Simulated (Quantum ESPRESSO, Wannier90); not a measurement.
# GeSe (rock salt), plane waves to Wannier functions

```xyz
2
Lattice="0.0000 2.8085 2.8085 2.8085 0.0000 2.8085 2.8085 2.8085 0.0000" Properties=species:S:1:pos:R:3 pbc="T T T"
Ge     0.0000     0.0000     0.0000
Se     2.8085     2.8085     2.8085
```

Materials Project entry mp-10759; symmetrised, unrelaxed at this level. Not found in the COD (Crystallography Open Database) copy used, which has the formula in other groups; not checked further. Method: PBEsol plane waves in Quantum ESPRESSO 7.5 (PseudoDojo norm-conserving files, 69 Ry, no spin polarisation, no spin-orbit coupling), Bloch states on a 10×10×10 mesh through Γ, Wannier90 4.0.1. Density: 10×10×10 mesh, cold smearing 0.01 Ry. Spin-orbit coupling, left out, would split the p-like bands by a few tenths of an eV. The gap is small at this level and was sampled on the meshes and a path alone.

Band 11 is isolated and gives one Wannier function a cell (Se2 4s 77 %, Ge1 4p 15 %, Ge1 4s 6 %; spread 1.60 Å²). Its on-site energy is ε = -13.530 eV relative to the valence-band maximum, and its hoppings t(R) = t(−R) to the nearer images are (images within this range that aren't listed have |t| under 5 meV):

| R (lattice vectors; −R alike) | distance (Å) | t (eV) |
|---|---|---|
| 0 0 1 | 3.97 | -0.128 |
| 0 1 -1 | 3.97 | -0.128 |
| 0 1 0 | 3.97 | -0.128 |
| 1 -1 0 | 3.97 | -0.128 |
| 1 0 -1 | 3.97 | -0.128 |
| 1 0 0 | 3.97 | -0.128 |
| 1 -1 -1 | 5.62 | -0.009 |
| 1 -1 1 | 5.62 | -0.009 |
| 1 1 -1 | 5.62 | -0.009 |
| 0 1 -2 | 6.88 | 0.009 |
| 0 1 1 | 6.88 | 0.009 |
| 0 2 -1 | 6.88 | 0.009 |
| 1 -2 0 | 6.88 | 0.009 |
| 1 -2 1 | 6.88 | 0.009 |
| 1 0 -2 | 6.88 | 0.009 |
| 1 0 1 | 6.88 | 0.009 |
| 1 1 -2 | 6.88 | 0.009 |
| 1 1 0 | 6.88 | 0.009 |
| 2 -1 -1 | 6.88 | 0.009 |
| 2 -1 0 | 6.88 | 0.009 |
| 2 0 -1 | 6.88 | 0.009 |

Q: Work out the band energy at Γ, X, U, K from these numbers.

A: For one orbital E(k) = ε + Σ_R 2 t(R) cos(2π k·R), the sum over the listed R.
- Γ, k = (0.000, 0.000, 0.000): E = -13.530 + (-0.128)·(12.00) + (-0.009)·(6.00) + (0.009)·(24.00) = -14.90 eV; pw.x: -14.89 eV
- X, k = (0.500, 0.000, 0.500): E = -13.530 + (-0.128)·(-4.00) + (-0.009)·(6.00) + (0.009)·(-8.00) = -13.14 eV; pw.x: -13.09 eV
- U, k = (0.625, 0.250, 0.625): E = -13.530 + (-0.128)·(-3.66) + (-0.009)·(2.00) + (0.009)·(4.00) = -13.04 eV; pw.x: -13.04 eV
- K, k = (0.375, 0.375, 0.750): E = -13.530 + (-0.128)·(-3.66) + (-0.009)·(2.00) + (0.009)·(4.00) = -13.04 eV; pw.x: -13.04 eV

At these points the listed shells miss the plane-wave band by up to 0.06 eV, of a width of 1.90 eV on the path. With all its hoppings the model misses the band by 0.1 meV at worst on the whole path, so most of the miss comes from the hoppings not listed.
